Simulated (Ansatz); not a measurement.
A plane-wave DFT run in Ansatz 0.2.0 (scalar-relativistic PAW potentials unless the input names others): input and command.

```yaml
crystal:
  lattice:
    - [4.2506109294, 0.0, 0.0]
    - [0.0, 4.2506109294, 0.0]
    - [0.0, 0.0, 4.2506109294]
  atoms:
    - { symbol: Ta, position: [0.0, 0.0, 0.0], spin: 1.1 }
    - { symbol: Be, position: [0.5, 0.5, 0.5] }
    - { symbol: S, position: [0.0, 0.5, 0.5] }
    - { symbol: S, position: [0.5, 0.0, 0.5] }
    - { symbol: S, position: [0.5, 0.5, 0.0] }
basis:
  ecutwfc: 420
kpoints:
  mp_grid: { grid: [10, 10, 10] }
hamiltonian:
  xc: pbe
  hubbard: { sites: [{ species: Ta, l: d, u_eff: 3.0 }], double_counting: fll }
scf:
  occupations: { method: tetrahedron }
  lower_state_search: light
output:
  forces: true
  eigenvalues: true
  stress: true
magnetization:
  spin_polarized: true
```

```bash
ansatz run input.yaml --threads 1 --pin off --max-ram 2560MiB --backend cpu --events-out ev --progress --plain --runs-dir out
```

Abridged log:
```
Warning: output.forces, output.stress, relax.cell or npt_langevin: where a Kohn–Sham band that disperses or a degenerate level is filled in part under the method tetrahedron, the forces or the stress that this run publishes need not agree with its energy (scf.occupations.method in the input reference, under Limitations); prefer a smearing scheme for the forces or the stress
Basis set: ecut = 420 eV, 1503 PW (Γ), exchange–correlation on 60×60×60 points (8 copies of the dense FFT grid, shifted against one another)
Bands: 23, of which v1, the nominal top of the filled ones, is band 17 counted from 1 (16 counted from 0)
Symmetry: 48 space group operations
k-points: 56 of 1000
SCF iter   1: F=—  HF=-12726.633863 eV  |F-HF|=—  |Δ(HF+E_count)|=         —  Δρ=2.38e-2 (↑1.89e-2 ↓2.38e-2) dr2=1.53e0  dr2_m=1.44e-1  M=0.841 μB ∫|m|=1.303 μB  β_m=0.30  ethr=3.10e-3  ⟨swp⟩=6.5  Hψ=13370  notcnv=0
spin=Collinear: Kerker preconditioning applied to the charge; magnetization (m = ρ↑ − ρ↓) channel mixes plain (no charge-response kernel on spin).
SCF iter   2: F=—  HF=-12726.498209 eV  |F-HF|=—  |Δ(HF+E_count)|=   1.36e-1  Δρ=1.76e-2 (↑1.20e-2 ↓1.76e-2) dr2=5.53e-1  dr2_m=6.72e-2  M=0.980 μB ∫|m|=1.508 μB  β_m=1.00  ethr=3.10e-3  ⟨swp⟩=1.1  Hψ=3484  notcnv=0
SCF iter   3: F=—  HF=-12726.495251 eV  |F-HF|=—  |Δ(HF+E_count)|=   2.96e-3  Δρ=1.06e-2 (↑1.06e-2 ↓6.24e-3) dr2=1.46e-1  dr2_m=2.25e-2  M=1.209 μB ∫|m|=1.980 μB  β_m=1.00  ethr=1.68e-3  ⟨swp⟩=2.9  Hψ=4394  notcnv=0  defer=7
SCF iter   4: F=—  HF=-12726.529983 eV  |F-HF|=—  |Δ(HF+E_count)|=   3.47e-2  Δρ=4.20e-3 (↑2.23e-3 ↓4.20e-3) dr2=7.96e-2  dr2_m=1.74e-3  M=1.182 μB ∫|m|=2.129 μB  β_m=1.00  ethr=4.43e-4  ⟨swp⟩=2.7  Hψ=5553  notcnv=0  defer=104
SCF iter   5: F=—  HF=-12726.549827 eV  |F-HF|=—  |Δ(HF+E_count)|=   1.98e-2  Δρ=5.87e-3 (↑5.87e-3 ↓2.04e-3) dr2=3.15e-2  dr2_m=9.12e-3  M=1.344 μB ∫|m|=2.377 μB  β_m=1.00  ethr=2.41e-4  ⟨swp⟩=2.2  Hψ=3636  notcnv=0  defer=102
SCF iter   6: F=—  HF=-12726.590800 eV  |F-HF|=—  |Δ(HF+E_count)|=   4.10e-2  Δρ=3.82e-3 (↑3.82e-3 ↓2.99e-3) dr2=8.62e-2  dr2_m=9.88e-4  M=1.274 μB ∫|m|=2.380 μB  β_m=0.30  ethr=9.55e-5  ⟨swp⟩=3.1  Hψ=5298  notcnv=0  defer=98
SCF iter   7: F=—  HF=-12726.600133 eV  |F-HF|=—  |Δ(HF+E_count)|=   9.33e-3  Δρ=3.91e-3 (↑3.91e-3 ↓1.40e-3) dr2=9.21e-3  dr2_m=4.70e-3  M=1.419 μB ∫|m|=2.533 μB  β_m=1.00  ethr=9.55e-5  ⟨swp⟩=2.4  Hψ=4027  notcnv=0  defer=95
SCF iter   8: F=—  HF=-12726.637780 eV  |F-HF|=—  |Δ(HF+E_count)|=   3.76e-2  Δρ=5.67e-3 (↑5.67e-3 ↓1.13e-3) dr2=6.02e-2  dr2_m=4.72e-3  M=1.510 μB ∫|m|=2.673 μB  β_m=1.00  ethr=2.79e-5  ⟨swp⟩=2.2  Hψ=3988  notcnv=0  defer=95
   ...
SCF iter  17: F=—  HF=-12726.766836 eV  |F-HF|=—  |Δ(HF+E_count)|=   3.40e-3  Δρ=2.67e-3 (↑2.67e-3 ↓1.11e-3) dr2=8.10e-3  dr2_m=4.70e-4  M=1.392 μB ∫|m|=2.677 μB  β_m=0.65  ethr=2.35e-5  ⟨swp⟩=2.0  Hψ=3347  notcnv=0  defer=101
SCF iter  18: F=—  HF=-12726.774607 eV  |F-HF|=—  |Δ(HF+E_count)|=   7.77e-3  Δρ=1.23e-3 (↑1.23e-3 ↓2.80e-4) dr2=1.16e-3  dr2_m=1.97e-4  M=1.376 μB ∫|m|=2.664 μB  β_m=0.79  ethr=2.35e-5  ⟨swp⟩=2.2  Hψ=3645  notcnv=0  defer=101
SCF iter  19: F=—  HF=-12726.775379 eV  |F-HF|=—  |Δ(HF+E_count)|=   7.72e-4  Δρ=4.09e-4 (↑4.09e-4 ↓1.75e-4) dr2=1.91e-4  dr2_m=5.08e-5  M=1.356 μB ∫|m|=2.638 μB  β_m=0.89  ethr=3.51e-6  ⟨swp⟩=2.6  Hψ=5033  notcnv=0  defer=104
SCF iter  20: F=—  HF=-12726.775295 eV  |F-HF|=—  |Δ(HF+E_count)|=   8.38e-5  Δρ=1.10e-4 (↑1.10e-4 ↓6.51e-5) dr2=8.76e-6  dr2_m=5.03e-6  M=1.352 μB ∫|m|=2.623 μB  β_m=0.95  ethr=5.78e-7  ⟨swp⟩=3.0  Hψ=5234  notcnv=0  defer=104
SCF iter  21: F=—  HF=-12726.775240 eV  |F-HF|=—  |Δ(HF+E_count)|=   5.48e-5  Δρ=2.21e-5 (↑2.21e-5 ↓2.19e-5) dr2=1.36e-7  dr2_m=3.06e-7  M=1.351 μB ∫|m|=2.617 μB  β_m=0.97  ethr=2.66e-8  ⟨swp⟩=3.0  Hψ=5390  notcnv=0  defer=104
SCF iter  22: F=-12726.775236 eV  HF=-12726.775236 eV  |F-HF|=1.38e-8  |Δ(HF+E_count)|=   4.39e-6  Δρ=3.65e-6 (↑3.52e-6 ↓3.65e-6) dr2=6.38e-9  dr2_m=7.08e-9  M=1.351 μB ∫|m|=2.615 μB  β_m=0.99  ethr=3.03e-10  ⟨swp⟩=7.4  Hψ=9852  notcnv=0
SCF iter  23: F=-12726.775231 eV  HF=-12726.775231 eV  |F-HF|=2.90e-9  |Δ(HF+E_count)|=   4.75e-6  Δρ=1.20e-6 (↑1.20e-6 ↓4.92e-7) dr2=4.16e-9  dr2_m=1.51e-10  M=1.351 μB ∫|m|=2.614 μB  β_m=0.99  ethr=1.93e-11  ⟨swp⟩=1.8  Hψ=9548  notcnv=0
SCF iter  24: F=-12726.775232 eV  HF=-12726.775232 eV  |F-HF|=2.55e-11  |Δ(HF+E_count)|=   9.43e-7  Δρ=1.37e-7 (↑1.19e-7 ↓1.37e-7) dr2=4.00e-11  dr2_m=3.58e-12  M=1.351 μB ∫|m|=2.614 μB  ethr=1.26e-11  ⟨swp⟩=1.6  Hψ=7001  notcnv=0
SCF 1 converged in 24 iterations: F = -12726.775232 eV  dr2 = 4.00e-11
this state was not tested for a lower state beside it, because cold or Methfessel-Paxton smearing, or corrected tetrahedra, fill the levels in a way that the test cannot read (fill_not_monotonic; see scf.lower_state_search)
SCF converged after 24 iterations
an eigenvalue changed by more than its tolerance at an iteration that met the thresholds in force, so the SCF went on 1 time: the last check found none over its tolerance
Magnetization: 1.3512 μB (17.1756 up, 15.8244 down)
Absolute magnetization: 2.6140 μB (∫|ρ↑−ρ↓|, with the PAW one-centre terms)
Spin contamination: 0.3310 ħ² per cell (⟨S²⟩ above its minimum at these occupations)
Per-site moments (μB) at R_I (Å): [(1.50656147, 1.23982477), (0.01790099, 0.87668850), (-0.14178361, 0.87668850), (-0.14178361, 0.87668850), (-0.14178361, 0.87668850)]
Free energy (F): -12726.775232 eV
Harris-Foulkes:  -12726.775232 eV  (|F-HF|=2.55e-11)
Internal energy: -12726.775088 eV  (E = F + TS)
E sigma→0 (E₀):  -12726.775232 eV
Entropy (-TS):   -0.000144 eV (-0.029 meV/atom)
Fermi energy:    11.037593 eV
--- Forces (eV/Å), atoms counted from 1 ---
  atom   1  Ta     0.00000000     0.00000000     0.00000000
  atom   2  Be     0.00000000     0.00000000     0.00000000
  atom   3  S      0.00000000     0.00000000     0.00000000
  atom   4  S      0.00000000     0.00000000     0.00000000
  atom   5  S      0.00000000     0.00000000     0.00000000
--- Stress (GPa, compression-positive) ---
        4.243204       0.000000       0.000000
        0.000000       4.243204       0.000000
        0.000000       0.000000       4.243204
  P = ⅓ Tr σ = 4.2432 GPa (42.432 kbar)
Occupation matrices written to <dir>
```

Apart from outputs, empty bands and the relaxation, which only the reference makes, the input differs from a reference run on usual settings in scf.lower_state_search: not typed → "light"; scf.occupations.width: 0.1 → not typed; scf.occupations.method: "gaussian" → "tetrahedron"; hamiltonian.hubbard: not typed → {"sites": [{"species": "Ta", "l": "d", "u_eff": 3.0}], "double_counting": "fll"}. The reference, at the same geometry, ended its own course with pressure -0.01 GPa, largest force 0.000 eV/Å, no gap on the mesh. This run converged in 24 SCF iterations with an energy at zero smearing 566 meV/atom above the reference's (the Hamiltonian itself differs), pressure 4.24 GPa, largest force 0.000 eV/Å, no gap on the mesh.

The run took 9.9 s on 1 thread of AMD EPYC 9R45 96-Core Processor (Zen 5) (shared host), peak memory 0.57 GiB.